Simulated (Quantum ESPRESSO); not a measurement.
## Band energies of CaC₂

```
CELL_PARAMETERS angstrom
     -1.90997     1.90997     3.16864
      1.90997    -1.90997     3.16864
      1.90997     1.90997    -3.16864
ATOMIC_POSITIONS crystal
  C  0.59955 0.59955 0.00000
  C  0.40045 0.40045 0.00000
  Ca 0.00000 0.00000 0.00000
```

norm-conserving PBEsol (Quantum ESPRESSO, 82 Ry, without SOC); path ΓXYSΓZS1NPY1Z,XP; energies in eV from the valence-band maximum.

```
k (1/Å)  point  band 5  band 6  band 7  band 8  band 9  band 10  band 11  band 12
-------  -----  ------  ------  ------  ------  ------  -------  -------  -------
0.00         Γ  -12.95   -2.81   -2.24   -0.97   -0.97     3.06     3.06     4.33
0.63            -12.63   -3.12   -2.84   -1.42   -1.31     1.74     5.63     6.19
1.16         X  -12.59   -3.10   -2.82   -1.60   -1.12     1.03     5.79     6.64
1.30            -12.58   -3.20   -2.79   -1.74   -1.02     1.25     5.82     6.74
1.59         Y  -12.51   -3.77   -2.59   -2.21   -0.68     2.71     6.04     6.24
2.11         S  -12.48   -4.22   -2.84   -1.86   -0.44     4.96     5.43     6.14
2.72            -12.66   -3.12   -2.88   -1.53   -1.25     3.30     3.78     5.67
3.23         Γ  -12.95   -2.81   -2.24   -0.97   -0.97     3.06     3.06     4.33
3.33            -12.94   -3.08   -1.95   -1.00   -1.00     3.14     3.14     4.29
3.92            -12.70   -4.59   -1.55   -1.55   -0.03     3.34     5.83     5.83
4.22         Z  -12.65   -4.65   -1.64   -1.64   -0.01     3.14     6.07     6.42
4.54            -12.57   -4.49   -2.24   -1.75   -0.17     3.90     6.44     6.89
4.75        S1  -12.48   -4.22   -2.84   -1.86   -0.44     4.96     5.43     6.14
5.21            -12.43   -4.40   -2.50   -1.89   -0.83     4.78     5.78     6.20
5.32         N  -12.43   -4.43   -2.43   -1.89   -0.87     4.77     5.81     6.19
5.84            -12.53   -3.90   -2.34   -2.27   -0.53     3.53     3.61     7.03
6.15         P  -12.57   -3.58   -2.40   -2.40   -0.41     3.17     3.17     6.91
6.43            -12.56   -3.57   -2.64   -2.01   -0.67     2.17     4.68     6.89
6.80        Y1  -12.51   -3.77   -2.59   -2.21   -0.68     2.71     6.04     6.24
6.96            -12.50   -4.11   -2.38   -2.30   -0.47     3.92     5.33     6.25
7.46            -12.64   -4.64   -1.67   -1.67   -0.02     3.20     6.12     6.46
7.54         Z  -12.65   -4.65   -1.64   -1.64   -0.01     3.14     6.07     6.42
7.54         X  -12.59   -3.10   -2.82   -1.60   -1.12     1.03     5.79     6.64
8.03         P  -12.57   -3.58   -2.40   -2.40   -0.41     3.17     3.17     6.91
```

The PBEsol gap is indirect, 1.03 eV, from 80 % of the way from Γ to Z to X; the smallest direct gap is 2.15 eV. Another valence extremum on the path lies within 0.02 eV, too close to call.

Geometry relaxed with PBEsol.

The structure is a Materials Project entry; no match was found in the copy of COD used, and its stability was not checked.
